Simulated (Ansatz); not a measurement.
CuCl:
```xyz
2
Lattice="0.0000 2.7120 2.7120 2.7120 0.0000 2.7120 2.7120 2.7120 0.0000" Properties=species:S:1:pos:R:3 pbc="T T T"
Cu     0.0000     0.0000     0.0000
Cl     4.0680     4.0680     4.0680
```

Relaxed with PBE.

Question: Map the electron localisation function on the plane through (0.000, 0.000, 0.000) spanned by u = [1, 0, 0] and v = [-1, 1, 1] in lattice vectors, from plane-wave PAW PBE (Ansatz code).

Answer: x is the fraction of u, y of v (the angle between them is 90°; rows are the nearest grid lines); atoms in the plane: Cu at (0.00, 0.00), Cl at (0.50, 0.75).
```
|@@+:...:-==-:...:+@@|
|@#=:..:=*##*=:..:=#@|
|+=:...=#%%%%#=...:=+|
|....:*@@@%%@@@*:....|
|....=%@@%**%@@%=....|
|...-*%@%*--*%@%*-...|
| ..=#%@%+::+%@%#=.. |
|  .=#%@%#++#%@%#=.  |
|  .-*%%%%%%%%%%*-.  |
|   .-*#%%@@%%#*-.   |
|    :=+##%%##+=:    |
|     .-=++++=-.     |
|      .::--::.      |
|        ....        |
|                    |
|                    |
|                    |
|                    |
|....            ....|
|......        ......|
|.......      .......|
|+=-:....    ....:-=+|
|@#=:............:=#@|
|@@+:...:-==-:...:+@@|
```
Scale: ten equal steps from 0.005 (start of ' ') to 0.930 (end of '@'), in the order ' .:-=+*#%@'; x runs from 0.000 to 1.00, y from 0.000 (bottom) to 1.00 (top).

The density is the valence pseudo-density with augmentation charge, so density and ELF within about 1 Å of a nucleus are not all-electron values.

Space group F-43m (zinc blende). The cell was relaxed with PBE under the symmetry of its start; phonons on a q-mesh show no instability. No spin polarisation was allowed.

Potentials: the later of the program's two PAW sets.
